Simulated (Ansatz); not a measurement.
**Notes on Zr2CuS4**

```
Zr Cu S
1.0
     0.11242    5.15714    5.08740
     5.12353    0.07584    5.12399
     5.16455    5.23474    0.03482
Zr Cu S
4 2 8
Direct
  0.60808 0.61033 0.68228
  0.15311 0.59981 0.60003
  0.61201 0.62486 0.14111
  0.62162 0.17163 0.58978
  0.96302 0.08550 0.94847
  0.25009 0.23434 0.26143
  0.37173 0.40464 0.35945
  0.32837 0.90706 0.90088
  0.35068 0.35213 0.89399
  0.85612 0.39850 0.85938
  0.87709 0.37777 0.39438
  0.86043 0.91196 0.84609
  0.42770 0.90103 0.33613
  0.86630 0.84894 0.40168
```

Level: m-r2SCAN, no spin polarisation; 500 eV; 3×3×3 (shifted by 0, 0.5, 0.5 steps) mesh; gaussian occupations (width 0.029 eV); Ansatz 0.2.0, fixed geometry.

**Stress.** The pressure is 11.6 GPa (compression positive), so with the atoms held at these fractions the cell would first expand; the forces are large, so a full relaxation may end otherwise. The principal stresses 7.6, 8.8, 18.3 GPa differ, so its shape would change too.
**Electronic structure.** It is a metal, with about 6.8 states/eV a cell as the mean within 0.25 eV of the Fermi level, mostly Zr d (70 %) and S p (18 %).
**Forces.** The largest is on Cu5: 6.36 eV/Å, components (-3.60, 3.24, -4.12). It makes 175° with the line to a nearest neighbour, S10 at 1.84 Å, pointing away from it.
**Formation energy.** -1.19 eV an atom against the elements' usual phases (free molecules for gases, crystals otherwise, with no correction for O₂ or N₂), so it is bound against them; other compounds may still compete. Relaxing would lower it.

Origin: a strained cell with displaced atoms, so it need not be a known compound. Caveats: many states at the Fermi level without spin polarisation, so a magnetic state may lie lower; the k mesh is coarse if the cell is a metal; atoms or cell far from equilibrium; m-r2SCAN is r2SCAN with a changed spin dependence that lowers moments.
